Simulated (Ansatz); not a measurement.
ZrB$_{2}$:
```xyz
3
Lattice="3.1549 0.0000 0.0000 -1.5775 2.7323 0.0000 0.0000 0.0000 3.5065" Properties=species:S:1:pos:R:3 pbc="T T T"
Zr     0.0000     0.0000     0.0000
B      0.0000     1.8215     1.7533
B      1.5775     0.9108     1.7533
```

Relaxed with PBEsol. Special points in fractions of this cell's reciprocal vectors: Γ (0.000, 0.000, 0.000); M (0.500, 0.000, 0.000); K (0.333, 0.333, 0.000); A (0.000, 0.000, 0.500); L (0.500, 0.000, 0.500); H (0.333, 0.333, 0.500).

**Question.** List the band energies nearest the Fermi level at these points for the program Ansatz at the PBEsol level (PAW).

**Answer.** In eV from the Fermi level; about four levels below and three above (degenerate sets whole), none deeper than 8.9 eV; points with the same levels are listed once.

| k | below | above |
|---|---|---|
| Γ | -2.67 -2.67 -2.65 -2.28 | 3.47 3.47 4.31 4.31 |
| M | -8.45 -3.94 -3.06 -2.75 | 2.30 2.35 5.04 |
| K | -7.74 -7.74 -7.00 -2.47 -2.47 | 1.60 1.60 3.18 |
| A | -7.01 -0.95 -0.95 | 0.30 0.30 0.79 0.79 |
| L | -6.96 -4.68 -4.19 -1.94 | 3.86 4.17 5.44 |
| H | -8.79 -8.79 -4.92 -2.67 -2.67 | 4.20 6.23 6.23 |

Space group P6/mmm. The PBEsol relaxation kept the symmetry of its start; of distortions, only those at the zone centre were tested. No spin polarisation was allowed. Scalar-relativistic: spin–orbit coupling is off unless named, which matters more the heavier the elements.

Potentials: the later of the program's two PAW sets.
